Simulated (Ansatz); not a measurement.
# ⁹³Nb nuclear quadrupole resonance in Ca₂Nb₂O₆F

Cell: a structure deposited in the COD whose atoms were relaxed with PBE, the cell held.

Space group Fd-3m:1 (No. 227); a = 10.4440 Å.

```
site  Wyckoff  site symmetry       x       y       z
  Ca      16c           .-3m  0.6250  0.6250  0.1250
  Nb      16d           .-3m  0.1250  0.1250  0.6250
   O      48f           2.mm  0.2039  0.5000  0.0000
   F       8a           -43m  0.5000  0.5000  0.0000
```

One atom of each set is listed; the run and its k-mesh use a cell of 22 atoms with edges of 7.39, 7.39, 7.39 Å.

The numbers come from a DFT calculation in Ansatz (PBE, plane waves and PAW, scalar-relativistic, 420 eV cutoff, Γ-centred 6×6×6 k-points, Fermi–Dirac smearing 0.05 eV).

⁹³Nb: I = 9/2, Q = -320.0 mb (year-2017 value). Static lattice, zero field.

Problem. The simulated lines lie at 2.99, 5.98, 8.97, 12.0 MHz. What are |C_Q|, η and |V_zz| at Nb?

Solution. For I = 9/2 and η = 0 the lines are |C_Q|/24 times 1, 2, 3 and 4; η shifts the lowest up most. Here |C_Q| = 71.8 MHz, η = 0.00 and |V_zz| = 9.27 × 10²¹ V/m². The calculation gives V_zz positive; the lines don't show the sign. The site has 6 O at 2.02 Å.

An axis of threefold or higher order runs through Nb, so V_zz lies along it and η is zero.

The run finds no gap above 0.1 eV (a metal, or nearly one), so the gradients can move by 10 % or more with the k-mesh. Without spin–orbit coupling (the program notes it for Nb) the gradients can shift somewhat, as the gap is small. Semilocal functionals can leave a metal where correlation in the d or f shell opens a gap in the real compound, and that would change the values at and beside Nb.
